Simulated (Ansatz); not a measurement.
TiSi2:
```
CELL_PARAMETERS angstrom
      0.00000     4.08841     4.25386
      2.37805     0.00000     4.25386
      2.37805     4.08841     0.00000
ATOMIC_POSITIONS crystal
  Ti 0.50000 0.50000 0.50000
  Ti 0.75000 0.75000 0.75000
  Si 0.83666 0.16334 0.83666
  Si 0.16334 0.83666 0.16334
  Si 0.41334 0.08666 0.41334
  Si 0.08666 0.41334 0.08666
```

Relaxed with PBEsol. Special points in fractions of this cell's reciprocal vectors: Γ (0.000, 0.000, 0.000); Y (0.500, 0.000, 0.500); T (1.000, 0.500, 0.500); Z (0.500, 0.500, 0.000); Σ0 (0.000, 0.413, 0.413); U0 (1.000, 0.587, 0.587); C0 (0.500, 0.244, 0.744); A0 (0.500, 0.756, 0.256); L (0.500, 0.500, 0.500).

Q: List the band energies nearest the Fermi level at these points for PBEsol in the plane-wave PAW code Ansatz.

A: In eV from the Fermi level; about four levels below and three above (degenerate sets whole), none deeper than 8.9 eV; points with the same levels are listed once.

```csv
k,below,above
Γ,-2.01 -1.76 -1.36 -0.94,2.10 3.21 3.45
Y,-2.39 -2.39 -2.38 -2.38 -0.87 -0.87,1.31 1.31 3.37 3.37
T,-1.15 -1.15 -0.64 -0.64,0.86 0.86 2.35 2.35
Z,-1.55 -1.55 -1.00 -1.00,0.74 0.74 3.31 3.31
Σ0,-2.41 -2.06 -1.33 -0.41,0.07 0.11 0.76
C0,-1.67 -1.67 -1.40 -1.40,1.45 1.45 2.19 2.19
L,-2.48 -1.96 -1.07 -0.03,0.15 1.04 1.40
```

Space group Fddd. The PBEsol relaxation kept the symmetry of its start. The run is not spin-polarised.

Potentials: the earlier of the program's two PAW sets. The files were generated under PBE; for other functionals the program regenerates the frozen cores, and for LDA and PBEsol the local potential too.
